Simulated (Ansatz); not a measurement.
Relaxed-ion elastic tensor of KBr (rock salt, Fm-3m) in GPa (Voigt order), PBEsol (plane waves, PAW; program Ansatz); density 2.81 g/cm³, 35.13 Å³ per atom.

```
36.6   4.8   4.8   0.0   0.0   0.0
 4.8  36.6   4.8   0.0   0.0   0.0
 4.8   4.8  36.6   0.0   0.0   0.0
 0.0   0.0   0.0   5.0   0.0   0.0
 0.0   0.0   0.0   0.0   5.0   0.0
 0.0   0.0   0.0   0.0   0.0   5.0
```

**Question.** Is the crystal mechanically stable?

**Answer.** Yes: the smallest eigenvalue of C is 5.0 GPa.

**Question.** Work out the Voigt, Reuss and Hill averages.

**Answer.** K_V = 15.4, K_R = 15.4, K_H = 15.4; G_V = 9.4, G_R = 6.9, G_H = 8.2 GPa.

**Question.** Give Young's modulus, Poisson's ratio, Pugh's ratio and the universal anisotropy index.

**Answer.** E = 9KG/(3K + G) = 20.8 GPa; ν = 0.27; K/G = 1.89 (ductile by the Pugh limit of 1.75); A_U = 5G_V/G_R + K_V/K_R − 6 = 1.78.

**Question.** Estimate the sound speeds and the Debye temperature.

**Answer.** v_l = √((K + 4G/3)/ρ) = 3060 m/s, v_t = √(G/ρ) = 1700 m/s, mean 1900 m/s; Θ = (h/k)(3n/4πV)^(1/3) v_m = 172 K.

**Question.** Give the Zener ratio and Young's modulus along [100], [110] and [111].

**Answer.** A = 2C44/(C11 − C12) = 0.32; 1/E = S11 − 2(S11 − S12 − S44/2)Γ with Γ = 0, 1/4, 1/3 gives 35.5, 16.1, 13.6 GPa.

**Question.** Solve the Christoffel equation for the three sound speeds along [100], [110], [111].

**Answer.** Eigenvalues of C_ijkl n_j n_l equal ρv². In km/s, slowest first: [100] 1.34, 1.34, 3.61; [110] 1.34, 2.38, 3.02; [111] 2.09, 2.09, 2.80.

The PBEsol relaxation kept the symmetry of its start.

Potentials: the later of the program's two PAW sets.
